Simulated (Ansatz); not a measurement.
Level of theory: DFT, LDA (PW92), plane waves (420 eV) with PAW, scalar-relativistic in Ansatz. (PAW data from PBE, frozen cores regenerated.)

An element in the bcc structure gives this curve. The cell is scaled uniformly from the relaxed one, with fractional coordinates and shape fixed. Energies are extrapolated to zero smearing, pressures are those at the given smearing. Magnetic state: spin not included.

| V (Å³/atom) | E − E₀ (meV/atom) | P (GPa) |
| --- | --- | --- |
| 14.289 | 64.7 | 12.18 |
| 14.938 | 26.2 | 7.17 |
| 15.587 | 5.8 | 3.14 |
| 16.237 | 0.0 | -0.12 |
| 16.886 | 6.0 | -2.74 |
| 17.536 | 21.6 | -4.84 |
| 18.185 | 44.8 | -6.54 |

(1) Which element is it?
A. niobium
B. aluminium
C. tantalum
D. molybdenum

Results:

(1) B. Its fit is V₀ = 16.21 Å³/atom, B₀ = 73 GPa, B₀′ = 4.3.
